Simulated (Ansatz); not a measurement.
Relaxed-ion elastic tensor of ZnSnN2 in space group Pna2_1 (No. 33; Zn on 4a, Sn on 4a, N on 4a, N on 4a) in GPa (Voigt order), the program Ansatz at the LDA level (PAW); density 6.78 g/cm³, 12.99 Å³ per atom.

|  | 1 | 2 | 3 | 4 | 5 | 6 |
|---|---|---|---|---|---|---|
| 1 | 269 | 120 | 97.4 | 0.0 | 0.0 | 0.0 |
| 2 | 120 | 255 | 95.0 | 0.0 | 0.0 | 0.0 |
| 3 | 97.4 | 95.0 | 291 | 0.0 | 0.0 | 0.0 |
| 4 | 0.0 | 0.0 | 0.0 | 61.8 | 0.0 | 0.0 |
| 5 | 0.0 | 0.0 | 0.0 | 0.0 | 59.3 | 0.0 |
| 6 | 0.0 | 0.0 | 0.0 | 0.0 | 0.0 | 70.1 |

Task: Is the crystal mechanically stable?

Result: Yes: the smallest eigenvalue of C is 59.3 GPa.

Task: Work out the Voigt, Reuss and Hill averages.

Result: K_V = 160, K_R = 160, K_H = 160; G_V = 71.7, G_R = 69.7, G_H = 70.7 GPa.

Task: Give Young's modulus, Poisson's ratio, Pugh's ratio and the universal anisotropy index.

Result: E = 9KG/(3K + G) = 185 GPa; ν = 0.31; K/G = 2.26 (ductile by the Pugh limit of 1.75); A_U = 5G_V/G_R + K_V/K_R − 6 = 0.15.

Task: Estimate the sound speeds and the Debye temperature.

Result: v_l = √((K + 4G/3)/ρ) = 6120 m/s, v_t = √(G/ρ) = 3230 m/s, mean 3610 m/s; Θ = (h/k)(3n/4πV)^(1/3) v_m = 457 K.

Task: Solve the Christoffel equation for the three sound speeds along x, y, z.

Result: Eigenvalues of C_ijkl n_j n_l equal ρv². In km/s, slowest first: x 2.96, 3.22, 6.30; y 3.02, 3.22, 6.14; z 2.96, 3.02, 6.55.

Task: How much does each axis shrink under pressure?

Result: Linear compressibilities β_i = Σ_j S_ij (j = 1 to 3): x 2.0, y 2.2, z 2.0 per TPa.

The cell was relaxed with LDA under the symmetry of its start. Spin–orbit coupling is left out wherever it is not named.

Potentials: the later of the program's two PAW sets.
